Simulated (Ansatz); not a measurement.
LiNbO$_{3}$:
```
LiNbO3
1.0
    2.59474     1.49807     4.67177
   -2.59474     1.49807     4.67177
    0.00000    -2.99615     4.67177
Li Nb O
2 2 6
Cartesian
  0.00000   0.00000   9.90664
  0.00000   0.00000   2.89898
  0.00000   0.00000  13.84813
  0.00000   0.00000   6.84047
 -0.64235   1.45851   8.29637
 -0.94193  -1.28555   8.29637
  1.58428  -0.17296   8.29637
 -1.65281   0.21253   5.96049
  1.01046   1.32511   5.96049
  0.64235  -1.53764   5.96049
```

DFT-PBE in the program Ansatz with PAW potentials gives a gap of 3.53 eV without spin–orbit coupling, maximum on the Γ–T line, 25 % of the way from Γ, minimum on the S2–F line, 11 % of the way from S2.

Problem. What happens when spin–orbit coupling is switched on?

Solution. The gap shrinks by 0.04 eV, to 3.49 eV; maximum on the Γ–T line, 25 % of the way from Γ, minimum on the S2–F line, 10 % of the way from S2.

Space group R3c. The PBE relaxation kept the symmetry of its start. No spin polarisation was allowed.

Potentials: the later of the program's two PAW sets.
